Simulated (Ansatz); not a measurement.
# Time and memory for ZnPtC6N6

```yaml
crystal:
  lattice:
    - [0.0, 5.26205, 5.26205]
    - [5.26205, 0.0, 5.26205]
    - [5.26205, 5.26205, 0.0]
  atoms:
    - { symbol: Zn, position: [0.5, 0.5, 0.5] }
    - { symbol: Pt, position: [0.0, 0.0, 0.0] }
    - { symbol: C, position: [0.1902259188, 0.1902259188, 0.8097740812] }
    - { symbol: C, position: [0.8097740812, 0.8097740812, 0.1902259188] }
    - { symbol: C, position: [0.8097740812, 0.1902259188, 0.1902259188] }
    - { symbol: C, position: [0.1902259188, 0.8097740812, 0.8097740812] }
    - { symbol: C, position: [0.1902259188, 0.8097740812, 0.1902259188] }
    - { symbol: C, position: [0.8097740812, 0.1902259188, 0.8097740812] }
    - { symbol: "N", position: [0.3000704348, 0.3000704348, 0.6999295652] }
    - { symbol: "N", position: [0.6999295652, 0.6999295652, 0.3000704348] }
    - { symbol: "N", position: [0.6999295652, 0.3000704348, 0.3000704348] }
    - { symbol: "N", position: [0.3000704348, 0.6999295652, 0.6999295652] }
    - { symbol: "N", position: [0.3000704348, 0.6999295652, 0.3000704348] }
    - { symbol: "N", position: [0.6999295652, 0.3000704348, 0.6999295652] }
kpoints:
  mp_grid: { grid: [5, 5, 5] }
scf:
  occupations: { method: fermi_dirac, width: 0.05 }
hamiltonian:
  xc: pbe
  pseudopotentials: { kind: paw_fr }
output:
  forces: true
  stress: true
  populations: true
  efg:
    quadrupole_moments_barn: { Zn: 0.122, "N": 0.02044 }
    contact_densities: true
magnetization:
  noncollinear: true
  spin_orbit: true
```

```sh
ansatz run input.yaml --threads 1 --pin off --max-ram 3072MiB --backend cpu --events-out ev --progress --plain --runs-dir out
```

It runs on 1 thread of Arm Neoverse V1 (aarch64; 8 cores open to the job, memory cap 3.0 GiB, no GPU), a shared host with a load of 0.5 a core.

**Question.** Estimate the wall time and the peak memory.

**Answer.** About 3 min of wall time (3 min of CPU time) and 1.3 GiB. The run holds 84 valence electrons in 112 bands, about 5769 plane waves a k-point and 10 irreducible k-points, and took 12 SCF iterations. Times on a shared host vary by tens of per cent.
